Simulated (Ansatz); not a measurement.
# Ga4AsP3: stable or not

The structure comes from a generated guess, relaxed at this level; another structure or a mixture of phases may lie lower.

Computed with Ansatz, DFT PBE, scalar-relativistic, plane waves, PAW. Settings of the last relaxation (8-atom cell): 420 eV, 12×12×2 k points, Gaussian smearing of 0.02 eV, no spin polarisation.

```
Ga P As
1.0
     3.92165    0.00000    0.00000
    -1.96083    3.39625    0.00000
     0.00000    0.00000   12.93726
Ga P As
4 3 1
Direct
  0.66667 0.33333 0.50589
  0.66667 0.33333 0.99826
  0.00000 0.00000 0.24436
  0.00000 0.00000 0.75181
  0.66667 0.33333 0.18356
  0.66667 0.33333 0.69062
  0.00000 0.00000 0.93702
  0.00000 0.00000 0.43648
```

Energies over the elements count from the elements' standard structures at the same level, with no fitted energy shifts. The references include black phosphorus.

Problem. These tests were run: energy against the elements; random kick, then relaxation without symmetry; phonons on a 2×2×1 q mesh; elastic tensor. What do they show?

Solution.

```tsv
test	result
energy against the elements	−0.395 eV/atom
random kick, then relaxation without symmetry	returns
phonons on a 2×2×1 q mesh	no imaginary mode on the mesh
elastic tensor	least eigenvalue 39 GPa
```

It fails none of these tests. Whether a mixture of other phases lies lower isn't tested here.

The reference forms of As and P are held partly by dispersion forces, which this level lacks. The kick test ran on a coarse mesh. The run for the phonons used a 12×12×2 k mesh. The run for the elastic tensor used a 12×12×2 k mesh.
